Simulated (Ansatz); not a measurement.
Eu3Si in the antiAuCu3 structure

The computed numbers are results of PBEsol, scalar-relativistic (collinear spin) in the plane-wave PAW code Ansatz at 420 eV, 6×6×6 k-mesh, Gaussian smearing of 0.05 eV; PAW files: Ansatz's generated set soft_2.

Space group Pm-3m (No. 221). a = 4.713 Å, b = 4.713 Å, c = 4.713 Å, α = 90.00°, β = 90.00°, γ = 90.00°
```json
{"atom": "Eu", "site": "3c", "symmetry": "4/mm.m", "x": "0.0000", "y": "0.5000", "z": "0.5000"}
{"atom": "Si", "site": "1a", "symmetry": "m-3m", "x": "0.0000", "y": "0.0000", "z": "0.0000"}
```

The start was a prototype's sites filled with these elements, not a measured cell.

Magnetic state: ferromagnetic, site spin moments Eu 6.94; Si -0.15 μB.

Q: Which orbitals carry the states at the Fermi level, and how many states are there?

A: Within 0.1 eV of it: Eu 5d 47 %, Eu 4f 39 % (shares among the projected shells). The density of states at the Fermi level is about 3.2 states/eV per cell, averaged over 0.3 eV.

Density of states (tetrahedra, averaged over 0.4 eV; states/eV per cell of 4 atoms; energy in eV from the Fermi level):

```json
{"E (eV)": "-6.45", "DOS": "3.2"}
{"E (eV)": "-6.05", "DOS": "0.0"}
{"E (eV)": "-5.65", "DOS": "0.0"}
{"E (eV)": "-5.25", "DOS": "0.0"}
{"E (eV)": "-4.85", "DOS": "0.0"}
{"E (eV)": "-4.45", "DOS": "0.0"}
{"E (eV)": "-4.05", "DOS": "0.0"}
{"E (eV)": "-3.65", "DOS": "0.0"}
{"E (eV)": "-3.25", "DOS": "0.5"}
{"E (eV)": "-2.85", "DOS": "1.7"}
{"E (eV)": "-2.45", "DOS": "1.6"}
{"E (eV)": "-2.05", "DOS": "3.3"}
{"E (eV)": "-1.65", "DOS": "3.9"}
{"E (eV)": "-1.25", "DOS": "4.6"}
{"E (eV)": "-0.85", "DOS": "14.1"}
{"E (eV)": "-0.45", "DOS": "39.3"}
{"E (eV)": "-0.05", "DOS": "4.5"}
{"E (eV)": "0.35", "DOS": "3.7"}
{"E (eV)": "0.75", "DOS": "3.5"}
{"E (eV)": "1.15", "DOS": "4.1"}
{"E (eV)": "1.55", "DOS": "4.8"}
{"E (eV)": "1.95", "DOS": "3.7"}
{"E (eV)": "2.35", "DOS": "3.3"}
{"E (eV)": "2.75", "DOS": "3.9"}
{"E (eV)": "3.15", "DOS": "5.1"}
{"E (eV)": "3.55", "DOS": "7.3"}
{"E (eV)": "3.95", "DOS": "21.2"}
```

Without a U the 4f levels of Eu lie too near the Fermi level, so their share of the states there, and what hangs on it, is overstated. No spin–orbit coupling, a notable omission for heavy elements. Site moments are of spin, integrated over atomic spheres. Only parallel moments were tried, so the real magnetic order may be another.
